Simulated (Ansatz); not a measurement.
Ansatz 0.2.0, single run: Cs2BeVF6

input.yaml:

```yaml
crystal:
  lattice:
    - [0.0, 4.3098, 4.3098]
    - [4.3098, 0.0, 4.3098]
    - [4.3098, 4.3098, 0.0]
  atoms:
    - { symbol: F, position: [0.785, 0.215, 0.215] }
    - { symbol: F, position: [0.215, 0.785, 0.215] }
    - { symbol: F, position: [0.215, 0.785, 0.785] }
    - { symbol: F, position: [0.785, 0.215, 0.785] }
    - { symbol: F, position: [0.215, 0.215, 0.785] }
    - { symbol: F, position: [0.785, 0.785, 0.215] }
    - { symbol: Be, position: [0.5, 0.5, 0.5] }
    - { symbol: V, position: [0.0, 0.0, 0.0] }
    - { symbol: Cs, position: [0.25, 0.25, 0.25] }
    - { symbol: Cs, position: [0.75, 0.75, 0.75] }
  symmetry: { tolerance: 0.0003 }
kpoints:
  mp_grid: { grid: [4, 4, 4], shift: [0, 0, 0] }
magnetization:
  spin_polarized: false
scf:
  occupations: { method: fermi_dirac }
  eigensolver: { kind: davidson }
hamiltonian:
  pseudopotentials: { kind: paw }
  xc: r2scan
basis:
  ecutwfc: 500
  xc_grid: 3
  precision: f64
output:
  forces: true
  stress: true
  eigenvalues: true
```

Run with:

```bash
ansatz run input.yaml --threads 1 --pin off --max-ram 2560MiB --backend cpu --events-out ev --progress --plain --runs-dir out
```

Origin of the cell: a known structure type with other elements, at an estimated volume, so it need not be a known compound.

The smearing width isn't typed, so it takes its default of 0.1 eV.

Output (shortened):

```
Pseudopotentials: kind: paw
Pseudopotential: F, paw, valence charge 7, recommended cutoff 500 eV (meta_gga), F.paw.azcp
Pseudopotential: Be, paw, valence charge 2, recommended cutoff 500 eV (meta_gga), Be.paw.azcp
Pseudopotential: V, paw, valence charge 13, recommended cutoff 500 eV (meta_gga), V.paw.azcp
Pseudopotential: Cs, paw, valence charge 9, recommended cutoff 500 eV (meta_gga), Cs.paw.azcp
Functional definition: r2SCAN
  exchange = r2scan_x(k0 = k0, k1 = k1, a1 = a1)
  correlation = r2scan_c
Crystal: 10 atoms, lattice volume = 160.104 Å³
Basis set: ecut = 500 eV, 4015 PW (Γ), exchange–correlation on 135×135×135 points (27 copies of the dense FFT grid, shifted against one another)
Bands: 48, of which v1, the nominal top of the filled ones, is band 38 counted from 1 (37 counted from 0)
[… 15 lines left out …]
Initial density: superposition of atomic densities (neutral atoms: chi_scale 0, normalization atom), corrected by the library's trained network
Functional: x = r2scan, c = r2scan; τ floored in thin density (d = 2e-4 eV/Å³)
SCF iter   1: F=—  HF=-19247.570865 eV  Δρ=3.30e-2  dr2=2.62e0  dr2_τ=2.82e-1
SCF iter   2: F=—  HF=-19247.617228 eV  Δρ=1.05e-2  dr2=2.00e-1  dr2_τ=6.80e-3
SCF iter   3: F=—  HF=-19247.604759 eV  Δρ=8.07e-3  dr2=1.21e-1  dr2_τ=1.63e-3  defer=1
SCF iter   4: F=—  HF=-19247.588649 eV  Δρ=6.35e-3  dr2=1.56e-1  dr2_τ=2.06e-3  defer=1
SCF iter   5: F=—  HF=-19247.582758 eV  Δρ=2.23e-3  dr2=8.05e-3  dr2_τ=4.02e-4  defer=1
SCF iter   6: F=—  HF=-19247.582230 eV  Δρ=3.04e-3  dr2=2.31e-2  dr2_τ=4.56e-4  defer=1  recentre
SCF iter   7: F=—  HF=-19247.581715 eV  Δρ=1.13e-3  dr2=1.87e-3  dr2_τ=7.23e-5  defer=1
SCF iter   8: F=—  HF=-19247.581441 eV  Δρ=2.96e-4  dr2=1.55e-4  dr2_τ=5.09e-6  defer=1
SCF iter   9: F=—  HF=-19247.581427 eV  Δρ=6.48e-5  dr2=8.47e-6  dr2_τ=7.17e-7  defer=1
SCF iter  10: F=—  HF=-19247.581427 eV  Δρ=4.14e-5  dr2=5.77e-6  dr2_τ=5.72e-8  defer=1
SCF iter  11: F=-19247.581427 eV  HF=-19247.581427 eV  Δρ=5.56e-6  dr2=3.62e-8  dr2_τ=3.36e-9  defer=1
SCF 1 converged in 11 iterations: F = -19247.581427 eV  dr2 = 3.62e-8
SCF converged after 11 iterations
Free energy (F): -19247.581427 eV
Harris-Foulkes:  -19247.581427 eV  (|F-HF|=2.25e-8)
Internal energy: -19247.161520 eV  (E = F + TS)
E sigma→0 (E₀):  -19247.371473 eV
Entropy (-TS):   -0.419908 eV (-41.991 meV/atom)
Fermi energy:    7.789856 eV
--- Per-component energies (eV) ---
  E_band       = -571.086157
  E_kinetic    = 1890.259805
  E_local      = -6768.476739  (includes V_loc(G=0)·N_el)
  E_nonlocal   = 455.100332
  E_hartree    = 2806.032300
  E_xc         = -946.946970
  E_vxc        = -1179.302173  (∫ρ·V_xc dr)
  E_paw        = -12584.840101  (= ΣΔE_a)
  E_vpaw       = -657.578593  (= ΣTr[D̂ρ^β])
  E_aug_tail   = 0.006082  (compensation charges beyond the density's cutoff)
  E_vtau       = 76.823640  (kinetic-family band-sum trace: ∫τ·v_τ [+ j·A + Jᵃ·Aᵃ] dr)
  E_ewald      = -4097.929830
  E_core_change = -0.366399  (= ΣΔE_core)
  E_smearing   = -0.419908  (= −TS)
  Σ components = -19247.581427   (vs F -19247.581427, Δ=0.00e0)
--- Forces (eV/Å), atoms counted from 1 ---
  atom   1  F      0.860493     0.000000    -0.000000
  atom   2  F     -0.000000     0.860493    -0.000000
  atom   3  F     -0.860493    -0.000000     0.000000
  atom   4  F      0.000000    -0.860493     0.000000
  atom   5  F     -0.000000     0.000000     0.860493
  atom   6  F      0.000000     0.000000    -0.860493
  atom   7  Be     0.000000    -0.000000     0.000000
  atom   8  V      0.000000    -0.000000    -0.000000
  atom   9  Cs     0.000000     0.000000     0.000000
  atom  10  Cs    -0.000000    -0.000000    -0.000000
  max |Σ_I F_I| component: 6.70e-16 eV/Å
--- Stress (GPa, compression-positive) ---
        7.632935       0.000000      -0.000000
       -0.000000       7.632935      -0.000000
        0.000000       0.000000       7.632935
  P = ⅓ Tr σ = 7.6329 GPa (76.329 kbar)
```

Caveats: no spin polarisation, so a magnetic state may lie lower; the k mesh is coarse if the cell is a metal.

The run took 6.5 s of wall time on 1 CPU thread(s) of a shared host, from the program's own first density.
